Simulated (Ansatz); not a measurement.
Input:

AlRu (CsCl type, Pm-3m), a = b = c = 3.004 Å, α = β = γ = 90.00°.

This is the PBE-relaxed structure.

Task: All from plane-wave PAW PBE (Ansatz code), unless another level is named. Estimate the density of states at the Fermi level.

Result: 0.83 states/eV per atom (mean over ±0.08 eV).

Task: Next, the formation energy from the elements (no fitted shifts)?

Result: -0.64 eV/atom.

The PBE relaxation kept the symmetry of its start. No spin polarisation was allowed. The references are the lowest solids computed at this level, not always the standard phases. Scalar-relativistic: spin–orbit coupling is off unless named, which matters more the heavier the elements.

Potentials: the later of the program's two PAW sets.
